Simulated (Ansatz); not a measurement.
**Te (diamond): energy against volume**

These are results of DFT, PBEsol, plane waves (420 eV) with PAW, scalar-relativistic in Ansatz, not measurements. (PAW data from PBE, frozen cores regenerated.)

The cell is scaled uniformly from the relaxed one, with fractional coordinates and shape fixed. Energies are extrapolated to zero smearing, pressures are those at the given smearing. Magnetic state: spin not included.

A Birch-Murnaghan fit gives V₀ = 44.00 Å³/atom, B₀ = 30 GPa, B₀′ = 4.3.

Problem. What are the energy above the minimum and the pressure at 38.705 Å³/atom?

Solution. 75.1 meV/atom and 5.09 GPa as computed.

Problem. What are the energy above the minimum and the pressure at 40.465 Å³/atom?

Solution. 31.0 meV/atom and 3.02 GPa as computed.

Problem. What are the energy above the minimum and the pressure at 47.502 Å³/atom?

Solution. 23.1 meV/atom and -1.96 GPa as computed.
